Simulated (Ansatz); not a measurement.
## Fields on a plane of TiAu (CsCl type)

```xyz
2
Lattice="3.2180 0.0000 0.0000 0.0000 3.2180 0.0000 0.0000 0.0000 3.2180" Properties=species:S:1:pos:R:3 pbc="T T T"
Ti     1.6090     1.6090     1.6090
Au     0.0000     0.0000     0.0000
```

The slice is a {210} plane (indices of the conventional cell) through the point (0.000, 0.000, 0.000) (fractional), spanned by u = [100] and v = [021] in vectors of this cell: u (3.22 Å) and v (7.20 Å, at 90° to u). It covers one period; positions are fractions (u, v).

Atoms on it: Au at (0.00, 0.00). Other atoms lie within 1 Å of the plane.

Level of theory: PBEsol (plane waves to 420 eV, PAW, scalar-relativistic; Ansatz, an electronic-structure program). k mesh 14×14×14. These are valence fields of a PAW run, semicore shells included where kept as valence: close to a nucleus they are smooth pseudo fields. Spin-orbit coupling is left out, though Au is heavy. TiAu is run without spin polarisation. TiAu was relaxed with its symmetry unable to fall.

```tsv
v \ u	0.00	0.14	0.29	0.43	0.57	0.71	0.86
0.88	0.1	-0.1	-0.5	-0.7	-0.7	-0.5	-0.1
0.75	-0.8	-0.7	-0.5	-0.1	-0.1	-0.5	-0.7
0.62	-0.6	-0.6	-0.6	-0.3	-0.3	-0.6	-0.6
0.50	-0.7	-0.7	-0.8	-0.8	-0.8	-0.8	-0.7
0.38	-0.6	-0.6	-0.6	-0.3	-0.3	-0.6	-0.6
0.25	-0.8	-0.7	-0.5	-0.1	-0.1	-0.5	-0.7
0.12	0.1	-0.1	-0.5	-0.7	-0.7	-0.5	-0.1
0.00	1.2	0.9	0.1	-0.6	-0.6	0.1	0.9
```

Values: log₁₀ of the valence density in e/Å³. The scale is logarithmic, as a density can span decades between atoms and voids.

```
|xxxxx48984xxxx|
|xxxx0599950xxx|
|xxxx2689862xxx|
|xx01577877510x|
|22456655566542|
|77765310135677|
|997520xxx02579|
|99740xxxxx0479|
|98630xxxxx0368|
|88620xxxxx0268|
|88630xxxxx0368|
|887510xxx01578|
|88864200024688|
|99887544457889|
|99998877788999|
|99999888889999|
|99998877788999|
|99887544457889|
|88864200024688|
|887510xxx01578|
|88630xxxxx0368|
|88620xxxxx0268|
|98630xxxxx0368|
|99740xxxxx0479|
|997520xxx02579|
|77765310135677|
|22456655566542|
|xx01577877510x|
|xxxx2689862xxx|
|xxxx0599950xxx|
|xxxxx48984xxxx|
|xxxxx38983xxxx|
```
Scale: ten equal steps from 2.00 (start of '0') to 10.65 (end of '9'), in the order '0123456789'. Values: electrostatic potential energy of an electron, from the cell's mean, in eV. The map has 14 points along u (one character each, u = 0 at the left) and 32 along v (v = 0 in the bottom row). Points within 1 Å of a nucleus are blanked (x), as the pseudised field means little there. Values under 2 eV are set to 2. The zero, the cell's mean, hangs on the PAW cores.
